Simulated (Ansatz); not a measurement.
AlN:
```xyz
4
Lattice="3.1066 0.0000 0.0000 -1.5533 2.6904 0.0000 0.0000 0.0000 4.9786" Properties=species:S:1:pos:R:3 pbc="T T T"
Al     1.5533     0.8968     0.0170
Al     0.0000     1.7936     2.5063
N      1.5533     0.8968     3.0956
N      0.0000     1.7936     0.6063
```

Relaxed with r²SCAN. Special points in fractions of this cell's reciprocal vectors: Γ (0.000, 0.000, 0.000); M (0.500, 0.000, 0.000); K (0.333, 0.333, 0.000); A (0.000, 0.000, 0.500); L (0.500, 0.000, 0.500); H (0.333, 0.333, 0.500).

Problem. List the band energies nearest the valence-band maximum at these points for the program Ansatz at the r²SCAN level (PAW).

Solution. In eV from the valence-band maximum; about four levels below and three above (degenerate sets whole), none deeper than 8.9 eV; points with the same levels are listed once.

| k | below | above |
|---|---|---|
| Γ | -0.89 -0.89 -0.22 -0.22 0.00 | 4.88 7.53 11.60 |
| M | -3.39 -2.14 -1.77 -0.71 | 6.45 6.57 9.03 |
| K | -3.80 -3.80 -2.52 -2.41 -2.41 | 5.70 9.15 10.57 10.57 |
| A | -0.56 -0.56 -0.56 -0.56 | 7.23 7.23 11.32 11.32 |
| L | -1.50 -1.50 -1.39 -1.39 | 6.00 6.00 10.16 10.16 |
| H | -3.92 -3.92 -0.81 -0.81 | 8.15 8.15 8.64 8.64 |

Space group P6_3mc (wurtzite). Symmetry was held in the r²SCAN relaxation; phonons on a q-mesh show no instability.

Potentials: the later of the program's two PAW sets.
